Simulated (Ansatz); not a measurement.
# BaGe₃Pt: reading a single point

```xyz
10
Lattice="-2.4546 2.2658 5.1363 4.7741 -0.0594 -0.0337 2.3359 6.7091 -5.1499" Properties=species:S:1:pos:R:3 pbc="T T T"
Ba    4.5490    8.7883   -0.0621
Ba    0.0651    4.3718    0.0030
Pt    2.3126    2.2236    1.5046
Pt    2.3614    6.7159    1.3274
Ge    2.2875    2.2140   -0.8780
Ge    2.1471    6.6479   -1.0425
Ge    2.5779    4.4144   -2.6447
Ge    0.0089    2.3707    2.7280
Ge    4.7229    6.5660   -2.7041
Ge    2.3346    4.5104    2.5238
```

The numbers come from plane-wave PAW DFT (Ansatz): m-r2SCAN, no spin polarisation, 500 eV, 4×4×3 (shifted by 0.5, 0.5, 0 steps) k points, fermi-dirac occupations (width 0.1 eV). Nothing was relaxed.

(1) What happens at the Fermi level?

(2) What is the formation energy?

(3) Which atom feels the largest force, and which way?

(4) Is the cell too large or too small?

Origin: a strained cell with displaced atoms, so it need not be a known compound. Caveats: the k mesh is coarse if the cell is a metal; m-r2SCAN is r2SCAN with a changed spin dependence that lowers moments.

Answers

(1) It is a metal, with about 3.7 states/eV a cell as the mean within 0.25 eV of the Fermi level, mostly Ge p (66 %) and Pt d (14 %).

(2) -0.58 eV an atom against the elements' usual phases (free molecules for gases, crystals otherwise, with no correction for O₂ or N₂), so it is bound against them; other compounds may still compete. Relaxing would lower it.

(3) The largest is on Ge6: 1.45 eV/Å, components (0.45, 0.07, -1.38). It makes 156° with the line to a nearest neighbour, Pt4 at 2.38 Å, pointing away from it.

(4) The pressure is 1.3 GPa (compression positive), so with the atoms held at these fractions the cell would first expand; the forces are large, so a full relaxation may end otherwise. The principal stresses -2.1, 2.2, 3.8 GPa differ, so its shape would change too.
